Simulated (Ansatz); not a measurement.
Data:

AlPt:
```cif
data_AlPt
_chemical_formula_sum 'Al1 Pt1'
_space_group_name_H-M_alt 'P 1'
_space_group_IT_number 1
_cell_length_a 3.06624
_cell_length_b 3.06624
_cell_length_c 3.06624
_cell_angle_alpha 90.000
_cell_angle_beta 90.000
_cell_angle_gamma 90.000
loop_
_space_group_symop_operation_xyz
  'x, y, z'
loop_
_atom_site_label
_atom_site_type_symbol
_atom_site_fract_x
_atom_site_fract_y
_atom_site_fract_z
_atom_site_occupancy
Al1 Al 0.00000 0.00000 0.00000 1
Pt1 Pt 0.50000 0.50000 0.50000 1
```

This is the r²SCAN-relaxed structure.

Problem. All from DFT-r²SCAN in the program Ansatz with PAW potentials, unless another level is named. Predict the bulk modulus (Birch–Murnaghan fit).

Solution. 204 GPa.

Problem. What about the elastic constants (relaxed ions, GPa)?

Solution. C11 = 212, C12 = 199, C44 = 90.2.

Problem. And the highest zone-centre frequency?

Solution. 27.6 meV.

Space group Pm-3m (CsCl type). The first step of the workflow began from a Materials Project structure, measured or hypothetical; the Crystallography Open Database copy checked does not list it. With Al and Pt taken as one species the cell has the higher symmetry Im-3m, so it may be an ordered model of a mixed-site phase. Whether it is the stable phase at ambient conditions was not checked. The r²SCAN relaxation kept the symmetry of its start; of distortions, only those at the zone centre were tested. The run is not spin-polarised. As this level gives no gap, shear constants depend on the k-mesh and smearing (Fermi–Dirac, 0.1 eV here). Scalar-relativistic: spin–orbit coupling is off unless named, which matters more the heavier the elements.

Potentials: the later of the program's two PAW sets.
